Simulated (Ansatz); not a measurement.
Si:
```yaml
crystal:
  lattice:
    - [0.00000, 2.72204, 2.72204]
    - [2.72204, 0.00000, 2.72204]
    - [2.72204, 2.72204, 0.00000]
  atoms:
    - { symbol: Si, position: [0.50000, 0.50000, 0.50000] }
    - { symbol: Si, position: [0.75000, 0.75000, 0.75000] }
```

Relaxed with r²SCAN. Special points in fractions of this cell's reciprocal vectors: Γ (0.000, 0.000, 0.000); X (0.500, 0.000, 0.500); U (0.625, 0.250, 0.625); K (0.375, 0.375, 0.750); L (0.500, 0.500, 0.500); W (0.500, 0.250, 0.750).

**Question.** List the band energies nearest the valence-band maximum at these points for DFT-r²SCAN in the program Ansatz with PAW potentials.

**Answer.** In eV from the valence-band maximum; about four levels below and three above (degenerate sets whole), none deeper than 8.9 eV; points with the same levels are listed once.

```json
[
 {"k": "Γ", "below": "0.00 0.00 0.00", "above": "2.74 2.74 2.74"},
 {"k": "X", "below": "-8.15 -8.15 -3.00 -3.00", "above": "0.92 0.92 10.79 10.79"},
 {"k": "U", "below": "-8.58 -7.53 -4.47 -2.55", "above": "1.43 4.45 7.94"},
 {"k": "L", "below": "-7.25 -1.27 -1.27", "above": "1.84 3.58 3.58"},
 {"k": "W", "below": "-7.98 -7.98 -4.00 -4.00", "above": "4.59 4.59 5.39 5.39"}
]
```

Space group Fd-3m (diamond). The cell was relaxed with r²SCAN under the symmetry of its start.

Potentials: the earlier of the program's two PAW sets.
